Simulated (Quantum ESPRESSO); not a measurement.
## Band energies of LaTaN2O

```
LaTaN2O
1.0
    3.98345    -4.03540     0.00000
    3.98345     4.03540     0.00000
   -3.95767     0.00000     4.15007
N O La Ta
4 2 2 2
Direct
  0.23120   0.76880   0.50000
  0.76880   0.23120   0.50000
  0.32555   0.32555   0.03148
  0.67445   0.67445   0.96852
  0.81089   0.18911   0.00000
  0.18911   0.81089   0.00000
  0.24957   0.24957   0.50691
  0.75043   0.75043   0.49309
  0.00000   0.50000   0.00000
  0.50000   0.00000   0.00000
```

norm-conserving PBEsol (Quantum ESPRESSO, 110 Ry, no spin-orbit coupling); path ΓYFHZIF1,H1Y1XΓN,MΓ; energies in eV from the valence-band maximum.

| k (1/Å) | point | band 36 | band 37 | band 38 | band 39 | band 40 | band 41 | band 42 | band 43 |
|---|---|---|---|---|---|---|---|---|---|
| 0.00 | Γ | -1.15 | -0.82 | -0.55 | -0.40 | 0.00 | 0.83 | 0.95 | 0.97 |
| 1.18 |  | -1.73 | -1.51 | -1.29 | -0.97 | -0.92 | 1.46 | 2.51 | 2.83 |
| 1.37 | Y | -2.36 | -1.61 | -1.36 | -0.89 | -0.44 | 2.28 | 2.43 | 2.67 |
| 2.52 | F | -1.59 | -1.05 | -0.37 | -0.37 | -0.06 | 0.81 | 1.52 | 1.67 |
| 3.56 |  | -1.68 | -1.60 | -1.06 | -0.97 | -0.86 | 1.65 | 2.12 | 2.62 |
| 4.78 |  | -1.60 | -1.08 | -0.48 | -0.34 | -0.22 | 1.03 | 1.52 | 1.73 |
| 5.65 | H | -1.51 | -1.50 | -1.13 | -1.01 | -0.75 | 1.69 | 2.11 | 2.65 |
| 5.82 |  | -1.46 | -1.28 | -1.18 | -0.95 | -0.63 | 1.22 | 2.43 | 2.78 |
| 7.00 |  | -1.62 | -1.48 | -0.99 | -0.96 | -0.92 | 1.32 | 2.32 | 2.65 |
| 7.51 | Z | -1.48 | -1.24 | -1.18 | -0.91 | -0.60 | 1.10 | 2.48 | 2.83 |
| 8.09 |  | -2.33 | -1.95 | -0.77 | -0.56 | -0.10 | 1.40 | 2.39 | 2.70 |
| 8.29 | I | -2.63 | -2.17 | -0.23 | -0.18 | -0.03 | 0.79 | 2.52 | 2.62 |
| 9.38 | F1 | -1.59 | -1.05 | -0.37 | -0.37 | -0.06 | 0.81 | 1.52 | 1.67 |
| 9.38 | H1 | -1.51 | -1.50 | -1.13 | -1.01 | -0.75 | 1.69 | 2.11 | 2.65 |
| 10.20 |  | -1.72 | -1.66 | -1.23 | -0.97 | -0.69 | 1.99 | 2.30 | 2.52 |
| 10.52 | Y1 | -2.36 | -1.61 | -1.36 | -0.89 | -0.44 | 2.28 | 2.43 | 2.67 |
| 11.33 |  | -2.31 | -1.49 | -1.40 | -0.94 | -0.62 | 1.97 | 2.52 | 2.82 |
| 11.66 | X | -1.44 | -1.35 | -1.14 | -0.85 | -0.74 | 0.66 | 2.48 | 2.86 |
| 12.43 | Γ | -1.15 | -0.82 | -0.55 | -0.40 | 0.00 | 0.83 | 0.95 | 0.97 |
| 13.42 |  | -1.62 | -1.43 | -1.24 | -0.93 | -0.86 | 1.97 | 2.48 | 2.61 |
| 13.70 | N | -1.78 | -1.45 | -1.33 | -0.88 | -0.63 | 2.32 | 2.51 | 2.58 |
| 13.70 | M | -1.77 | -1.42 | -1.28 | -0.72 | -0.46 | 2.25 | 2.42 | 2.51 |
| 14.37 | Γ | -1.15 | -0.82 | -0.55 | -0.40 | 0.00 | 0.83 | 0.95 | 0.97 |

The PBEsol gap is indirect, 0.66 eV, from Γ to X; the smallest direct gap is 0.82 eV. Another valence extremum on the path lies within 0.02 eV, too close to call.

Spin-orbit coupling is left out, which matters for elements this heavy: edges can move by tenths of an eV. The 4f states are in the valence at their DFT position.

Geometry of the Materials Project entry, not relaxed at this level.

The structure is a Materials Project entry; no match was found in the copy of COD used, and its stability was not checked.
